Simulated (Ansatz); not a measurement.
# Sc: stiffness from a series of strains

```yaml
crystal:
  lattice:
    - [0.00000, 2.27050, 2.27050]
    - [2.27050, 0.00000, 2.27050]
    - [2.27050, 2.27050, 0.00000]
  atoms:
    - { symbol: Sc, position: [0.00000, 0.00000, 0.00000] }
```

The cell is COD entry 9008483, as deposited and not checked against the literature; nothing was relaxed.

Spin polarisation is left out, and whether a magnetic state lies lower isn't shown here.

Level of theory: DFT, PBEsol, all-electron LAPW, scalar-relativistic (Ansatz 0.2.0).

Sampling and basis: a Γ-centred 12×12×12 k mesh, Fermi–Dirac smearing of 0.03 eV, basis error target 0.25 meV/atom, no spin polarisation.

The strain is applied along the Cartesian axes of the cell as listed (γ is the engineering shear, twice εxy = εyz = εzx). Fractional coordinates are held (clamped ions).

σ is the change of stress from the unstrained cell, which is at 0.47 GPa; tension is positive, so slopes are stress–strain coefficients at that pressure. In a metal the k mesh adds noise.

Only quantities that a quadratic follows smoothly over the whole series are listed; rougher ones are left out.

| γ | σxy (GPa) |
| --- | --- |
| -0.0200 | -0.72 |
| -0.0100 | -0.36 |
| 0.0000 | 0.00 |
| 0.0200 | 0.74 |

Problem. Fit the series and read off the stiffness at zero strain.

Solution. Least-squares fits y = p0 + p1 x + p2 x² to the rows give σxy (GPa): p1 = 36.5, p2 = 23. So C44 (clamped ions) = 36 GPa.

Problem. One run, at γ = 0.0100, is withheld. Predict its row.

Solution. The fits give 0.37; the run gave 0.39.
